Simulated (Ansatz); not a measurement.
Generalised stacking fault of LiCl (rock salt) on the {100} plane. The cell below holds the perfect crystal with the plane normal along z; tilting its third vector by the shift puts one fault into each cell, between planes 2.58 Å apart, at fixed cell height.

```
LiCl
1.0
    3.64188     0.00000     0.00000
    0.00000     3.64188     0.00000
    1.82094     1.82094     7.72559
Cl Li
3 3
Cartesian
  1.51745   1.51745   6.43799
  1.51745   1.51745   1.28760
  3.33839   3.33839   3.86279
  3.33839   3.33839   6.43799
  3.33839   3.33839   1.28760
  1.51745   1.51745   3.86279
```

In-plane vectors a = (3.642, 0.000) Å, b = (0.000, 3.642) Å, area 13.26 Å². The shift is s times the vector a + b (length 5.150 Å), so s = 1 restores the start. The shift is rigid: no atom relaxes. γ = [E(shift) − E(0)] / area.

All values below come from PBE (plane waves to 420 eV, PAW, scalar-relativistic; Ansatz, a first-principles code). k mesh 8×8×8 (Γ-centred), Fermi-Dirac smearing 0.05 eV. Energies are extrapolated to zero smearing. Faults lie only 7.7 Å apart, and holding the cell height and the atoms raises γ above its relaxed value. LiCl was relaxed with its symmetry unable to fall. γ is measured from zero shift.

```tsv
s	γ (mJ/m²)
0.000	0
0.083	81
0.167	withheld
0.250	779
0.333	1339
0.417	1840
0.500	2046
0.583	1840
0.667	1339
0.750	779
0.833	withheld
0.917	81
```

Question: Fit a Fourier form (three harmonics of 1 − cos and sin) to the given rows and predict γ at s = 0.167.

Answer: Least squares on the 10 given rows: γ = (1015.1)·[1 − cos(2πs)] + (-122.1)·[1 − cos(4πs)] + (7.4)·[1 − cos(6πs)], in mJ/m²; root-mean-square residual 0.8 mJ/m². At 0.167 the fit gives 339 mJ/m²; the calculation gives 338 mJ/m², so the interpolation is off by 1 (+0.3 %). 

(The slope of γ gives the shear force per area between the displaced halves; near zero shift its curvature is an elastic stiffness.)
